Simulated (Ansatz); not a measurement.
Starting cell, TiC (rock salt):

```yaml
crystal:
  lattice:
    - [0.00000, 4.32850, 4.32850]
    - [2.16425, 2.16425, 4.32850]
    - [2.16425, 2.16425, 0.00000]
  atoms:
    - { symbol: C, position: [0.00000, 0.00000, 0.00000] }
    - { symbol: C, position: [0.50000, 0.00000, 0.00000] }
    - { symbol: Ti, position: [0.00000, 0.50000, 0.50000] }
    - { symbol: Ti, position: [0.50000, 0.50000, 0.50000] }
```

A phonon eigenvector at X = (0.5, 0.5, 0.0) is frozen into this cell: atom i moves by Q times the vector below, so Q is the largest atomic displacement, in Å. The cell is held. (q is in reciprocal vectors of the primitive cell; the cell shown is doubled to hold the pattern.)

```csv
atom,x,y,z
C1,0.000,0.000,0.090
C2,0.000,0.000,-0.090
Ti3,0.000,0.000,-1.000
Ti4,0.000,0.000,1.000
```

Method: r2SCAN (plane waves to 500 eV, PAW, scalar-relativistic; Ansatz, a quantum-chemistry and plane-wave program). k mesh 18×18×18 (Γ-centred), Fermi-Dirac smearing 0.05 eV. Energies are smeared free energies. With partly filled bands, energies and forces of such displacements shift with the k mesh and the smearing. The PAW data are Ansatz's earlier set. TiC is run without spin polarisation. TiC was relaxed with its symmetry unable to fall. The zero of ΔE is the undisplaced structure.

The scan covers Q from -0.280 to 0.280 Å in 13 points.

**Question.** Which space group does the distorted structure have?

**Answer.** P4/nmm (No. 129), lowered from Fm-3m.

**Question.** What is the energy change at Q = 0.280 Å?

**Answer.** 1979 meV/cell.

**Question.** What harmonic wavenumber does the curvature at Q = 0 give?

**Answer.** 361 cm⁻¹.

(A displaced cell: forces are minus the slopes of the energy, force constants its curvatures, and phonons follow from these.)
